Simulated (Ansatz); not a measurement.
Ta₂Se (space group P4/nmm)

```
CELL_PARAMETERS angstrom
      3.36664     0.00000     0.00000
      0.00000     3.36664     0.00000
      0.00000     0.00000    10.00063
ATOMIC_POSITIONS crystal
  Ta 0.50000 0.00000 0.76098
  Ta 0.00000 0.50000 0.23902
  Ta 0.00000 0.50000 0.92382
  Ta 0.50000 0.00000 0.07618
  Se 0.00000 0.50000 0.64000
  Se 0.50000 0.00000 0.36000
```

Equation-of-state scan: isotropic scaling of the cell above, V₀ being its volume. The atoms relax within the cell's symmetry.

Method: r2SCAN+rVV10 (plane waves to 500 eV, PAW, scalar-relativistic; Ansatz, a first-principles code). k mesh 14×14×5 (Γ-centred), Fermi-Dirac smearing 0.05 eV. E stands for the smeared free energy. Stress and pressure are positive under compression. At this level the bands of Ta2Se touch or barely overlap. Spin-orbit coupling is left out, though Ta is heavy. Ta2Se is run without spin polarisation. Ta2Se was relaxed with its symmetry unable to fall. ΔE is measured from the relaxed starting cell.

```
V (Å³/cell)  ΔE (kJ/mol of atoms)  P (GPa)
-----------  --------------------  -------
102.02                        [?]      [?]
104.28                        [?]     11.1
106.55                        2.4      7.7
108.82                        1.0      4.8
111.08                        0.2      2.2
113.35                        0.0      0.0
115.62                        0.2     -2.0
117.88                        0.9     -3.7
120.15                        1.9     -5.2
122.42                        3.2     -6.5
124.69                        4.8     -7.7
```

Task: Complete the blanks.

Result: 
- 102.02, ΔE (kJ/mol of atoms): 7.6
- 102.02, P (GPa): 15.0
- 104.28, ΔE (kJ/mol of atoms): 4.6

(A scan under strain: stresses follow from slopes of the energy per volume, elastic moduli from its curvatures.)
